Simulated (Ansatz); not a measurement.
**How the vibrations of Ta2C change with volume**

The calculation used DFT LDA, scalar-relativistic, plane waves, PAW (Ansatz 0.2.0). Cutoff 420 eV, 18×18×10 k-points (Γ-centred), Fermi-Dirac smearing of 0.15 eV. No spin polarisation. Phonons by linear response, acoustic sum rule imposed.

The cell, relaxed at this level:
```
CELL_PARAMETERS angstrom
3.07713 0.00000 0.00000
-1.53856 2.66487 0.00000
0.00000 0.00000 4.88815
ATOMIC_POSITIONS crystal
Ta 0.33333 0.66667 0.25308
Ta 0.66667 0.33333 0.74692
C 0.00000 0.00000 0.00000
```

In a metal, frequencies depend on the k mesh and the smearing, soft modes most. Spin–orbit coupling is left out, which can shift energies with elements as heavy as these.

Cells at 0.98 and 1.02 times the equilibrium volume were relaxed in shape and atoms; γ = −d ln ν / d ln V, modes matched by rank.

Question: Give the optical frequencies at Γ (cm⁻¹) at the three volumes and the mode Grüneisen parameters.

Answer:
```csv
0.98 V,V,1.02 V,γ,degeneracy
134,130,126,1.51,2
227,220,213,1.58,1
673,655,638,1.31,1
690,674,659,1.14,2
```

Question: What pressures hold the two strained cells, and what bulk modulus follows?

Answer: 5.92 GPa at 0.98 V and -5.32 GPa at 1.02 V, so B = −dP/d ln V ≈ 281 GPa.